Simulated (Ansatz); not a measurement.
# Sc

```
CELL_PARAMETERS angstrom
3.29122 0.00000 0.00000
-1.64561 2.85028 0.00000
0.00000 0.00000 5.33257
ATOMIC_POSITIONS crystal
Sc 0.33333 0.66667 0.25000
Sc 0.66667 0.33333 0.75000
```

Atom numbers follow the list: Sc1, Sc2.

Structure from Materials Project entry mp-67 (possibly hypothetical), not relaxed further.

Level of theory: DFT, PBEsol, all-electron LAPW, scalar-relativistic (Ansatz 0.2.0).

Sampling and basis: a Γ-centred 14×14×8 k mesh, Fermi–Dirac smearing of 0.08 eV, basis error target 0.25 meV/atom, spin-polarised from start moments Sc1 1, Sc2 1 μB (the moments died away, and the run ended non-magnetic).

| Property | Result |
| --- | --- |
| Pressure at this cell | -2.72 GPa |
| Band gap | none: bands cross the Fermi level, a metal |
| Stress xx, yy, zz (compression positive) | -1.84, -1.84, -4.48 GPa |
| Density of states at the Fermi level (0.2 eV bin) | 4.91 states/eV per cell |
| Volume per atom | 25.01 Å³ |
